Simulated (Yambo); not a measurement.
Yambo run on Na₂PtH₄ (space group I4/mmm, No. 139). The wavefunctions are LDA (pw.x of Quantum ESPRESSO, ONCV potentials, without SOC) ones on a 4×4×4 mesh (20 occupied bands); a = b = c = 4.944 Å, α = β = 116.61°, γ = 95.97°.

Yambo input:

```
rim_cut
gw0
dyson
el_el_corr
HF_and_locXC
mpa
em1d
RandQpts= 1000000
RandGvec= 1 Ry
EXXRLvcs= 88 Ry
VXCRLvcs= 352 Ry
Chimod= "HARTREE"
% BndsRnXm
 7 | 132 |
%
NGsBlkXm= 7 Ry
% LongDrXm
 1.0 | 1.0 | 1.0 |
%
EnSampXm= "2l"
EnGridXm= "lP"
% EnRngeXm
 0.0 | 40.0 | eV
%
% ImRngeXm
 2.72114 | 27.21138 | eV
%
% DmRngeXm
 0.02721 | 2.72114 | eV
%
ETStpsXm= 8
IntSolXm= "PT"
% GbndRnge
 1 | 132 |
%
GTermKind= "none"
DysSolver= "n"
ExtendOut
% QPkrange
 12 | 12 | 20 | 20 |
 13 | 13 | 20 | 21 |
%
```

k points by index: 12 = (0.25, -0.25, -0.5), 13 = Z.

Table of the .qp output:

```
#    K-point    Band    Eo [eV]    E [eV]    E-Eo [eV]    Vxc [eV]    Vnlxc [eV]    Sc|Eo [eV]    Sc|E [eV]    dSc/dw|Eo [eV]    Re(Z)    Im(Z)
#
    12    20    0.000000    -0.789672    -0.789672    -17.37301    -21.20836    2.780843    3.045676    -9.118930    0.748970    -0.004704
    13    20    -0.027297    -0.796797    -0.769500    -17.23361    -20.93859    2.674407    2.935480    -9.223866    0.746808    -0.005069
    13    21    1.987803    2.767541    0.779738    -8.458308    -4.936450    -2.563553    -2.742120    -6.226635    0.813778    -0.002547
```
(The two width columns are left out.) Convergence of these settings isn't established.

Geometry of the Materials Project entry, not relaxed at this level.
